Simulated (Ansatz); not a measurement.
Total density of states per atom from plane-wave PAW r²SCAN (Ansatz code), in 0.25 eV bins, energy from the valence-band maximum:

```
E (eV) | states/eV/atom
    -7.87 |  0.00
    -7.62 |  0.00
    -7.37 |  0.00
    -7.12 |  0.00
    -6.87 |  0.00
    -6.62 |  0.00
    -6.37 |  0.01
    -6.12 | ### 0.11
    -5.87 | ######## 0.36
    -5.62 | ########### 0.48
    -5.37 | ############## 0.61
    -5.12 | ############## 0.63
    -4.87 | ############## 0.61
    -4.62 | ################ 0.69
    -4.37 | ############### 0.65
    -4.12 | ############ 0.52
    -3.87 | ################ 0.72
    -3.62 | ################ 0.69
    -3.37 | ################ 0.70
    -3.12 | ################# 0.78
    -2.87 | ###################### 0.99
    -2.62 | ################ 0.69
    -2.37 | ################## 0.80
    -2.12 | ################## 0.82
    -1.87 | ########################## 1.16
    -1.62 | ############################## 1.33
    -1.37 | ############################ 1.24
    -1.12 | ############### 0.66
    -0.87 | ####################### 1.03
    -0.62 | ######################## 1.07
    -0.37 | ########################## 1.15
    -0.12 | ### 0.14
     0.13 |  0.00
     0.38 |  0.00
     0.63 | # 0.03
     0.88 | ### 0.15
     1.13 | ########## 0.47
     1.38 | ############## 0.62
     1.63 | ######### 0.42
     1.88 | ##### 0.21
     2.13 | ##### 0.23
     2.38 | ####### 0.32
     2.63 | ########## 0.45
     2.88 | ################# 0.76
     3.13 | ################### 0.83
     3.38 | ########### 0.49
     3.63 | ############## 0.60
     3.88 | ############# 0.58
     4.13 | ############### 0.68
     4.38 | ############## 0.61
     4.63 | ######## 0.38
     4.88 | ######## 0.37
     5.13 | ########## 0.46
     5.38 | ############ 0.54
```

**Question.** Which compound is it?
A) YSiPt, Pnma (Y on 4c, Si on 4c, Pt on 4c)
B) As2Ru, Pnnm (As on 4g, Ru on 2a)
C) HfGeRu, P-62m (Hf on 3g, Ge on 2c, Ge on 1b, Ru on 3f)
D) YTe3, Cmcm (Y on 4c, Te on 4c, Te on 4c, Te on 4c)

**Answer.** B, As2Ru, Pnnm (As on 4g, Ru on 2a). Top 1 eV of the valence band: Ru 4d 58 %, As 4p 38 %. Bottom 1 eV of the conduction band: Ru 4d 60 %, As 4p 34 %. Projections are on Löwdin-orthogonalised atomic valence shells; empty p or d shells of many metals are not among them.

The first step of the workflow began from a Materials Project structure, measured or hypothetical; the Crystallography Open Database files this formula in space group No. 58, but the cells were not matched. Its standing as an ambient phase is unchecked. The r²SCAN relaxation kept the symmetry of its start; whether a distortion lowers the energy is not shown. No spin polarisation was allowed. Spin–orbit coupling is left out wherever it is not named.

Potentials: the earlier of the program's two PAW sets.
